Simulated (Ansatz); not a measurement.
BN:
```yaml
crystal:
  lattice:
    - [2.49858, 0.00000, 0.00000]
    - [-1.24929, 2.16384, 0.00000]
    - [0.00000, 0.00000, 19.78101]
  atoms:
    - { symbol: B, position: [0.00000, 0.00000, 0.08347] }
    - { symbol: N, position: [0.33333, 0.66667, 0.08357] }
    - { symbol: B, position: [0.33333, 0.66667, 0.25000] }
    - { symbol: N, position: [0.66667, 0.33333, 0.25009] }
    - { symbol: B, position: [0.66667, 0.33333, 0.41640] }
    - { symbol: N, position: [0.00000, 0.00000, 0.41647] }
    - { symbol: B, position: [0.00000, 0.00000, 0.58347] }
    - { symbol: N, position: [0.66667, 0.33333, 0.58357] }
    - { symbol: B, position: [0.66667, 0.33333, 0.75000] }
    - { symbol: N, position: [0.33333, 0.66667, 0.75009] }
    - { symbol: B, position: [0.33333, 0.66667, 0.91640] }
    - { symbol: N, position: [0.00000, 0.00000, 0.91647] }
```

Relaxed with r²SCAN+D4. Special points in fractions of this cell's reciprocal vectors: Γ (0.000, 0.000, 0.000); M (0.500, 0.000, 0.000); K (0.333, 0.333, 0.000); A (0.000, 0.000, 0.500); L (0.500, 0.000, 0.500); H (0.333, 0.333, 0.500).

Problem. List the band energies nearest the valence-band maximum at these points for plane-wave PAW r²SCAN+D4 (Ansatz code).

Solution. In eV from the valence-band maximum; about four levels below and three above (degenerate sets whole), none deeper than 8.9 eV; points with the same levels are listed once.

| k | below | above |
|---|---|---|
| Γ | -1.34 -1.34 -1.34 -1.34 | 5.63 6.87 6.91 |
| M | -1.14 -0.87 -0.76 -0.58 | 4.70 4.99 5.15 |
| K | -0.07 -0.07 -0.05 -0.05 | 5.24 5.25 5.25 5.25 |
| A | -1.34 -1.34 -1.34 -1.34 | 5.97 5.97 8.15 8.15 |
| L | -1.02 -1.02 -0.64 -0.64 | 4.80 4.80 5.41 5.41 |
| H | -0.07 -0.07 -0.05 -0.05 | 5.24 5.24 5.25 5.25 |

Space group P6_3mc. The start of the workflow was typed in or built on a structure type. Its sites differ from those of the usual phase in this space group: another stacking or structure type. Symmetry was held in the r²SCAN+D4 relaxation; its stability against distortions is not shown here.

Potentials: the later of the program's two PAW sets.
